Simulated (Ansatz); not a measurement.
The start is a relaxed HfO2 cell, doubled along one cell vector, shaken by Gaussian noise of σ = 0.08 Å a coordinate. A full variable-cell relaxation at zero pressure is run with PBE (plane waves to 420 eV, PAW, scalar-relativistic; Ansatz, a program for electronic structure). First-step values are on the input's coarse k-mesh.

Ansatz input (later rounds restart from its end on a renewed k-mesh):
Ansatz 0.2 input:
```yaml
crystal:
  lattice:
    - [4.5397308592, 0, 0]
    - [0, 4.5397308592, 0]
    - [0, 0, 9.0794617184]
  atoms:
    - { symbol: O, position: [0.7303191896, 0.7618891179, 0.3711588194] }
    - { symbol: O, position: [0.7541935167, 0.7438733282, 0.8799354534] }
    - { symbol: O, position: [0.7548486917, 0.2780384236, 0.1179660185] }
    - { symbol: O, position: [0.7576122757, 0.2542729964, 0.624015588] }
    - { symbol: O, position: [0.2666674336, 0.7285965211, 0.1282511493] }
    - { symbol: O, position: [0.2727486692, 0.7461784343, 0.6384369496] }
    - { symbol: O, position: [0.242393748, 0.2423349798, 0.3754931704] }
    - { symbol: O, position: [0.2241733385, 0.2434676902, 0.8789767437] }
    - { symbol: Hf, position: [0.0243681965, -0.0189768247, -0.005086636] }
    - { symbol: Hf, position: [0.0072972718, 0.0009731552, 0.4942736989] }
    - { symbol: Hf, position: [0.5338810365, 0.5158909336, 0.2558927842] }
    - { symbol: Hf, position: [0.474471095, 0.4949396117, 0.7383370447] }
basis: { ecutwfc: 420, ecutrho_ratio: 4, xc_grid: 2, fft_grid_basis: typed }
kpoints: { mp_grid: { grid: [5, 5, 3] } }
hamiltonian:
  xc: pbe
  dispersion: none
  pseudopotentials: { azcp: { folder: ./paw }, kind: paw }
scf: { occupations: { method: fermi_dirac, width: 0.05 } }
relax: { f_tol: 0.01, max_steps: 100, cell: { stress_tol: 0.02 } }
output: { forces: true, stress: true }
```

### Question
How much energy is released per atom?

### Answer
0.20 eV/atom.

### Question
Does it find its way back to the structure it was made from?

### Answer
The parent structure is recovered, Pn-3m (No. 224).

It ends as:

Space group Pn-3m, origin choice 1 (No. 224); a = 4.540 Å, b = 4.540 Å, c = 4.540 Å, α = 90.00°, β = 90.00°, γ = 90.00°

| atom | site | symmetry | x | y | z |
|---|---|---|---|---|---|
| O | 4b | .-3m | 0.2500 | 0.2500 | 0.2500 |
| Hf | 2a | -43m | 0.0000 | 0.0000 | 0.0000 |

Final values are on a 7×7×7 k-mesh of the relaxed cell. The start holds a very short contact (Hf–O 1.72 Å). No spin polarisation in the result.

The relaxed structure here is a generated cell of HfO2: the first start was made by placing the elements on the sites of a structure type, and the end was not matched to a known phase here, so it may be hypothetical. Known forms of HfO2 include space group No. 14, 29, 137, 225.
